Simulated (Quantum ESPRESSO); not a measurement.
Mg3ClFS2, input and log of a self-consistent run

A calculation, not a measurement. The program is pw.x of Quantum ESPRESSO 7.5 (plane-wave density functional theory). The cell is made up: 7 atoms on a zincblende/diamond lattice with one site empty, with randomly drawn elements, strain and displacements, not relaxed. PseudoDojo standard norm-conserving files (v0.5 for PBE, v0.4.1 for LDA and PBEsol) set the functional; there is no spin polarisation, spin-orbit coupling or dispersion term, and the masses in the input are unused placeholders.

Input:

```
&control calculation='scf', pseudo_dir='./dojo.nc.sr.pbe.v0_5.standard.upf', outdir='./o', disk_io='medium', tprnfor=.true., tstress=.true. /
&system ibrav=0, nat=7, ntyp=4, nbnd=34, ecutwfc=105.61755193, nosym=.true., tot_charge=0,
 occupations='smearing', smearing='fd', degauss=0.0018374661
/
&electrons conv_thr=7.350e-09, electron_maxstep=60, /
ATOMIC_SPECIES
Cl 1.0 Cl.upf
F 1.0 F.upf
Mg 1.0 Mg.upf
S 1.0 S.upf
CELL_PARAMETERS angstrom
5.375 0.0339 -0.0441
0.0339 5.3245 0.019
-0.0441 0.019 5.2521
ATOMIC_POSITIONS angstrom
Mg 0.0827 0.1981 0.0642
Mg -0.0074 2.6814 2.5849
Mg 2.7053 2.6945 -0.1563
Cl 1.3823 1.4068 1.3809
F 1.3656 4.108 3.9981
S 4.0965 1.3115 3.9753
S 4.0867 4.0771 1.3863
K_POINTS automatic
6 6 6 1 1 1
```

The log is shortened where brackets say so; the opening notice, blank lines, dates and the lines on written files are dropped, and the path of the files is cut. It prints rydbergs, bohrs and kilobars, and counts compression as positive stress. With no partly filled state, the Fermi energy that it prints is only some level between the filled and the empty states on the mesh, and need not lie in the true gap.

```
     Program PWSCF v.7.5
     Parallel version (MPI & OpenMP), running on       1 processor cores
     Number of MPI processes:                 1
     Threads/MPI process:                     1
     [start-up lines left out]
     bravais-lattice index     =            0
     lattice parameter (alat)  =      10.1578  a.u.
     unit-cell volume          =    1014.2237 (a.u.)^3
     number of atoms/cell      =            7
     number of atomic types    =            4
     number of electrons       =        56.00
     number of Kohn-Sham states=           34
     kinetic-energy cutoff     =     105.6176  Ry
     charge density cutoff     =     422.4702  Ry
     scf convergence threshold =      7.3E-09
     mixing beta               =       0.7000
     number of iterations used =            8  plain     mixing
     Exchange-correlation= PBE
                           (   1   4   3   4   0   0   0)
     [axes and pseudopotential details left out]
   Cartesian axes
     site n.     atom                  positions (alat units)
         1        Mg     tau(   1) = (   0.0153852   0.0368538   0.0119435  )
         2        Mg     tau(   2) = (  -0.0013767   0.4988384   0.4808859  )
         3        Mg     tau(   3) = (   0.5032847   0.5012755  -0.0290775  )
         4        Cl     tau(   4) = (   0.2571583   0.2617162   0.2568979  )
         5        F      tau(   5) = (   0.2540515   0.7642381   0.7437927  )
         6        S      tau(   6) = (   0.7620987   0.2439869   0.7395511  )
         7        S      tau(   7) = (   0.7602756   0.7584896   0.2579025  )
     number of k points=   108  Fermi-Dirac smearing, width (Ry)=  0.0018
     Number of k-points >= 100: set verbosity='high' to print them.
     Dense  grid:   148711 G-vectors     FFT dimensions: (  72,  72,  72)
     Estimated max dynamical RAM per process >     181.97 MB
     Initial potential from superposition of free atoms
     starting charge      55.9975, renormalised to      56.0000
     Starting wfcs are   31 randomized atomic wfcs +    3 random wfcs
     total cpu time spent up to now is       35.2 secs
     per-process dynamical memory:   134.5 Mb
     Self-consistent Calculation
     iteration #  1     ecut=   105.62 Ry     beta= 0.70
     Davidson diagonalization with overlap
     ethr =  1.00E-02,  avg # of iterations =  6.4
     total cpu time spent up to now is      192.7 secs
     total energy              =    -482.86242183 Ry
     estimated scf accuracy    <       0.67586955 Ry
     iteration #  2     ecut=   105.62 Ry     beta= 0.70
     Davidson diagonalization with overlap
     ethr =  1.21E-03,  avg # of iterations =  3.0
     total cpu time spent up to now is      303.9 secs
     total energy              =    -483.01478103 Ry
     estimated scf accuracy    <       0.39717748 Ry
     iteration #  3     ecut=   105.62 Ry     beta= 0.70
     Davidson diagonalization with overlap
     ethr =  7.09E-04,  avg # of iterations =  2.0
     total cpu time spent up to now is      413.9 secs
     total energy              =    -483.10412264 Ry
     estimated scf accuracy    <       0.02495937 Ry
     iteration #  4     ecut=   105.62 Ry     beta= 0.70
     Davidson diagonalization with overlap
     ethr =  4.46E-05,  avg # of iterations =  7.2
     total cpu time spent up to now is      529.6 secs
     total energy              =    -483.10954258 Ry
     estimated scf accuracy    <       0.00232168 Ry
     iteration #  5     ecut=   105.62 Ry     beta= 0.70
     Davidson diagonalization with overlap
     ethr =  4.15E-06,  avg # of iterations =  5.2
     total cpu time spent up to now is      641.9 secs
     total energy              =    -483.10990872 Ry
     estimated scf accuracy    <       0.00016229 Ry
     iteration #  6     ecut=   105.62 Ry     beta= 0.70
     Davidson diagonalization with overlap
     ethr =  2.90E-07,  avg # of iterations =  2.0
     total cpu time spent up to now is      741.8 secs
     total energy              =    -483.10994189 Ry
     estimated scf accuracy    <       0.00000528 Ry
     iteration #  7     ecut=   105.62 Ry     beta= 0.70
     Davidson diagonalization with overlap
     ethr =  9.43E-09,  avg # of iterations =  3.3
     total cpu time spent up to now is      841.7 secs
     total energy              =    -483.10994386 Ry
     estimated scf accuracy    <       0.00000096 Ry
     iteration #  8     ecut=   105.62 Ry     beta= 0.70
     Davidson diagonalization with overlap
     ethr =  1.72E-09,  avg # of iterations =  2.6
     total cpu time spent up to now is      941.6 secs
     total energy              =    -483.10994410 Ry
     estimated scf accuracy    <       0.00000014 Ry
     iteration #  9     ecut=   105.62 Ry     beta= 0.70
     Davidson diagonalization with overlap
     ethr =  2.56E-10,  avg # of iterations =  2.6
     total cpu time spent up to now is     1026.8 secs
     total energy              =    -483.10994414 Ry
     estimated scf accuracy    <       0.00000001 Ry
     iteration # 10     ecut=   105.62 Ry     beta= 0.70
     Davidson diagonalization with overlap
     ethr =  1.79E-11,  avg # of iterations =  2.1
     total cpu time spent up to now is     1130.3 secs
     End of self-consistent calculation
     Number of k-points >= 100: set verbosity='high' to print the bands.
     the Fermi energy is     4.3982 ev
!    total energy              =    -483.10994414 Ry
     estimated scf accuracy    <          1.4E-09 Ry
     smearing contrib. (-TS)   =      -0.00000000 Ry
     internal energy E=F+TS    =    -483.10994414 Ry
     The total energy is F=E-TS. E is the sum of the following terms:
     one-electron contribution =    -356.09487317 Ry
     hartree contribution      =     181.49630952 Ry
     xc contribution           =     -80.58317567 Ry
     ewald contribution        =    -227.92820482 Ry
     convergence has been achieved in  10 iterations
     Forces acting on atoms (cartesian axes, Ry/au):
     atom    1 type  3   force =     0.01302644   -0.12375924    0.00690116
     atom    2 type  3   force =    -0.00299658    0.02673795    0.07290298
     atom    3 type  3   force =     0.01110074    0.07259154   -0.00447439
     atom    4 type  1   force =     0.07332189   -0.00721499    0.01687483
     atom    5 type  2   force =    -0.01325262   -0.03873467    0.03023292
     atom    6 type  4   force =    -0.04579426    0.03451075   -0.07857283
     atom    7 type  4   force =    -0.03540561    0.03586866   -0.04386467
     Total force =     0.221843     Total SCF correction =     0.000078
     Computing stress (Cartesian axis) and pressure
          total   stress  (Ry/bohr**3)                   (kbar)     P=       54.23
   0.00029925  -0.00019131   0.00013811           44.02      -28.14       20.32
  -0.00019131   0.00036117  -0.00009308          -28.14       53.13      -13.69
   0.00013811  -0.00009308   0.00044546           20.32      -13.69       65.53
     init_run     :     34.26s CPU     35.06s WALL (       1 calls)
     electrons    :   1055.59s CPU   1095.08s WALL (       1 calls)
     forces       :     15.41s CPU     15.63s WALL (       1 calls)
     stress       :     52.16s CPU     52.46s WALL (       1 calls)
     [timing details left out]
     PWSCF        :  19m17.95s CPU  19m59.41s WALL
     JOB DONE.
```

In other units: free energy -6573.046 eV for the cell, pressure 5.42 GPa, largest force component 3.182 eV/Å. This run is the check on a run of the same cell at 1143 eV and a 4 x 4 x 4 mesh: rerunning at 1437 eV and a 6 x 6 x 6 mesh moved values by no more than 0.003 eV in energy, 0.02 GPa in stress and 0.011 eV/Å in force.